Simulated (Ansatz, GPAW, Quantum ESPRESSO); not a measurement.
Fitting the PBE energy curve of ScRu3

```cif
data_structure
_symmetry_space_group_name_H-M 'Pm-3m'
_symmetry_Int_Tables_number 221
_cell_length_a 3.9384
_cell_length_b 3.9384
_cell_length_c 3.9384
_cell_angle_alpha 90.000
_cell_angle_beta 90.000
_cell_angle_gamma 90.000
_cell_volume 61.09
loop_
_atom_site_label
_atom_site_type_symbol
_atom_site_symmetry_multiplicity
_atom_site_Wyckoff_symbol
_atom_site_fract_x
_atom_site_fract_y
_atom_site_fract_z
_atom_site_occupancy
Ru1 Ru 3 c 0.50000 0.50000 0.00000 1
Sc1 Sc 1 a 0.00000 0.00000 0.00000 1
```

The cell comes from a database or a generator and needn't be the stable form of this composition.

The cell was scaled at fixed shape and fractions and run with Ansatz, Ansatz PAW, cutoff 420 eV; PBE, k mesh 7 × 7 × 7 on the cell of 4 atoms, fermi-dirac occupations of 0.05 eV, no spin polarisation, no spin-orbit coupling. Energies are those that the program minimises, any entropy of the smearing included. For a metal such a mesh isn't converged to the digits shown.

| V (Å³/atom) | energy over the lowest row (meV/atom) |
| --- | --- |
| 14.3562 | 27.85 |
| 14.6617 | 9.57 |
| 14.9671 | ? |
| 15.2726 | 0.00 |
| 15.5780 | 6.84 |
| 15.8835 | 20.36 |
| 16.1889 | 39.83 |

Problem. Fit the third-order Birch-Murnaghan form, give V0, B0 and B′, and predict the energy left open.

Solution. With y = (V0/V)^(2/3), E = E0 + (9 V0 B0/16) [(y - 1)³ B′ + (y - 1)² (6 - 4y)]. Least squares through the rows shown give V0 = 15.1424 Å³/atom, E0 = -0.70 meV, B0 = 203.1 GPa (1 eV/Å³ = 160.218 GPa) and B′ = 4.54, with a largest miss of 0.01 meV. At V = 14.9671 the form with these constants gives 0.61 meV; the run gave 0.61 meV an atom. Other set-ups at this level, from all their volumes (Å³/atom, GPa): GPAW, GPAW PAW data sets (gpaw-data 1.2.1): V0 15.125, B0 201.7; Quantum ESPRESSO, SSSP 1.3 efficiency PBE: V0 15.145, B0 202.9.
